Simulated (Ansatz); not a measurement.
Consider the following.

Interlayer sliding in a free bilayer taken from bulk C (space group R-3m): the upper half of the atoms below is shifted in the plane.

```
C
1.0
    2.45522     0.00000     0.00000
    1.22761     2.12628     0.00000
    0.00000     0.00000    18.34222
C
4
Cartesian
  0.61381   0.35438   7.50000
  3.06903   1.77190   7.50022
 -0.61381  -0.35438  10.84200
  1.84142   1.06314  10.84222
```

In-plane vectors a = (2.455, 0.000) Å, b = (1.228, 2.126) Å, area 5.22 Å². The shift is s times the vector a + b (length 4.253 Å), so s = 1 restores the start. Atoms relax along the normal only. γ = [E(shift) − E(0)] / area.

These are r2SCAN+rVV10 (plane waves to 500 eV, PAW, scalar-relativistic; Ansatz, an electronic-structure program) values and carry that method's errors. k mesh 15×15×1 (Γ-centred), Fermi-Dirac smearing 0.05 eV. Energies are extrapolated to zero smearing. C was relaxed with its symmetry unable to fall. This is one of several known forms of C; the measured ambient cells at hand have space group No. 194 or 225 or 227. γ is measured from zero shift.

The scan covers s from 0.000 to 0.917 in 12 points.

Task: Does γ have a local minimum between the ends of the line, and at which s?

Result: s = 0.667.

Task: At which s is γ highest?

Result: s = 0.333.

Task: What is γ at the local minimum s = 0.667?

Result: 0.0 mJ/m².

Task: What is the highest γ among twelve even steps of s?

Result: 52.4 mJ/m².

Task: Which barrier is met on the easier way from s = 0 (or 1) to s = 0.667?

Result: 6.7 mJ/m².

(The slope of γ gives the shear force per area between the displaced halves; near zero shift its curvature is an elastic stiffness.)
